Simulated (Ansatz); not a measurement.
MgZn3O4:
```cif
data_Mg2O8Zn6
_chemical_formula_sum 'Mg2 O8 Zn6'
_space_group_name_H-M_alt 'P63mc'
_space_group_IT_number 186
_space_group_name_Hall 'P 6c -2c'
_cell_length_a 6.56698
_cell_length_b 6.56698
_cell_length_c 5.26651
_cell_angle_alpha 90.000
_cell_angle_beta 90.000
_cell_angle_gamma 120.000
loop_
_atom_site_label
_atom_site_type_symbol
_atom_site_symmetry_multiplicity
_atom_site_Wyckoff_symbol
_atom_site_fract_x
_atom_site_fract_y
_atom_site_fract_z
_atom_site_occupancy
Mg1 Mg 2 b 0.66667 0.33333 0.00164 1
O1 O 2 b 0.66667 0.33333 0.38089 1
Zn1 Zn 6 c 0.16579 0.33158 0.00146 1
O2 O 6 c 0.16768 0.33537 0.38303 1
```

Relaxed with PBE in the plane-wave PAW code Ansatz. Indices refer to the conventional cell of P6_3mc, a = b = 6.567 Å, c = 5.267 Å, α = β = 90.00°, γ = 120.00°.

Task: Simulate the powder diffraction pattern (Cu Kα, λ = 1.54184 Å; lines above 1 %) up to 2θ = 90°.

Result: Simulated powder pattern, Cu Kα, λ = 1.54184 Å (kinematic, ideal powder, no thermal factors, no anomalous dispersion; the 30 strongest lines at most, above 1 %, up to 2θ = 90°):

| 2θ (°) | d (Å) | I/Imax (%) | hkl |
|---|---|---|---|
| 15.58 | 5.687 | 7.3 | (1 0 -1 0) |
| 23.02 | 3.864 | 16 | (1 0 -1 1) |
| 27.16 | 3.283 | 7.5 | (1 1 -2 0) |
| 31.46 | 2.844 | 59 | (2 0 -2 0) |
| 34.05 | 2.633 | 43 | (0002) |
| 35.89 | 2.502 | 100 | (2 0 -2 1) |
| 37.64 | 2.390 | 1.8 | (1 0 -1 2) |
| 44.08 | 2.054 | 4.1 | (1 1 -2 2) |
| 45.58 | 1.990 | 5.9 | (2 1 -3 1) |
| 47.03 | 1.932 | 25 | (2 0 -2 2) |
| 47.99 | 1.896 | 1.5 | (3 0 -3 0) |
| 54.72 | 1.677 | 1.5 | (1 0 -1 3) |
| 56.01 | 1.642 | 40 | (2 2 -4 0) |
| 60.14 | 1.539 | 1.5 | (3 0 -3 2) |
| 61.35 | 1.511 | 2.0 | (3 1 -4 1) |
| 62.14 | 1.494 | 37 | (2 0 -2 3) |
| 65.67 | 1.422 | 5.8 | (4 0 -4 0) |
| 67.20 | 1.393 | 31 | (2 2 -4 2) |
| 68.34 | 1.373 | 15 | (4 0 -4 1) |
| 69.08 | 1.360 | 1.5 | (2 1 -3 3) |
| 71.68 | 1.317 | 2.5 | (0004) |
| 76.08 | 1.251 | 5.3 | (4 0 -4 2) |
| 80.37 | 1.195 | 2.7 | (2 0 -2 4) |
| 86.74 | 1.123 | 1.0 | (4 1 -5 2) |
| 88.49 | 1.105 | 13 | (4 0 -4 3) |

The start of the workflow was typed in or built on a structure type; neither database checked (COD, Materials Project) lists it. Whether it is the stable phase at ambient conditions was not checked. The PBE relaxation kept the symmetry of its start; whether a distortion lowers the energy is not shown.

Potentials: the earlier of the program's two PAW sets.
